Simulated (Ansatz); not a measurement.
Ti3Hg (A15 (Cr3Si type), Pm-3n) at seven volumes, r²SCAN (plane waves, PAW; program Ansatz), scaled uniformly. One row is withheld.

```csv
V (Å³/atom),P (GPa)
15.704,14.80
16.221,9.06
16.739,4.17
17.257,0.00
17.774,-3.55
18.292,?
18.810,-9.15
```

Fit the shown pressures and predict the withheld one.

P = (3/2)B₀(x^(7/2) − x^(5/2))[1 + (3/4)(B′ − 4)(x − 1)] with x = (V₀/V)^(2/3). Least squares on the six rows gives V₀ = 17.257 Å³/atom, B₀ = 128 GPa, B′ = 4.33. At V = 18.292, x = 0.9619 and P = -6.57 GPa. The run itself gave -6.57 GPa.

The workflow started from an entry of the Crystallography Open Database (COD), which files this formula under 2 space groups. Whether it is the stable phase at ambient conditions was not checked. The cell was relaxed with r²SCAN under the symmetry of its start; its stability against distortions is not shown here. No spin polarisation was allowed. Spin–orbit coupling is left out wherever it is not named.

Potentials: the later of the program's two PAW sets.
